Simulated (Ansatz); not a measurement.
InP:
```
InP
1.0
    7.17499     0.00000     0.00000
    0.00000     7.17499     0.00000
    0.00000     0.00000     4.16341
In P
4 4
Cartesian
  2.30895   4.86604   0.00000
  4.86604   2.30895   0.00000
  5.89645   5.89645   2.08170
  1.27854   1.27854   2.08170
  2.29095   2.29095   0.00000
  4.88404   4.88404   0.00000
  1.29655   5.87844   2.08170
  5.87844   1.29655   2.08170
```

Relaxed with PBEsol.

Problem. Decompose the optical modes at the zone centre into irreducible representations, and say which are infrared and Raman allowed.

Solution. Point group 4/mmm: Γ_opt = 2A1g + 2A2g + A2u + 2B1g + 2B1u + 2B2g + 2Eg + 3Eu. Infrared: A2u, Eu. Raman: A1g, B1g, B2g, Eg.

Problem. Assign frequencies (DFPT, DFT-PBEsol in the program Ansatz with PAW potentials; without the LO–TO term).

Solution. B1g 19, Eg 47, B1u 67, A2g 74, A1g 97, Eu 139, B2g 176, B1g 234, Eu 265, A2g 289, Eg 310, Eu 316, A2u 318, B1u 322, B2g 341, A1g 342 cm⁻¹.

Subscripts of B labels follow the axes of the standard setting.

Space group P4_2/mnm. The start of the workflow was typed in or built on a structure type; neither database checked (COD, Materials Project) lists it. It is not the phase usual at ambient conditions (space group No. 216). The cell was relaxed with PBEsol under the symmetry of its start; its stability against distortions is not shown here. The volume moved by 20 % from the start of the relaxation.

Potentials: the earlier of the program's two PAW sets. The files were generated under PBE; for other functionals the program regenerates the frozen cores, and for LDA and PBEsol the local potential too.
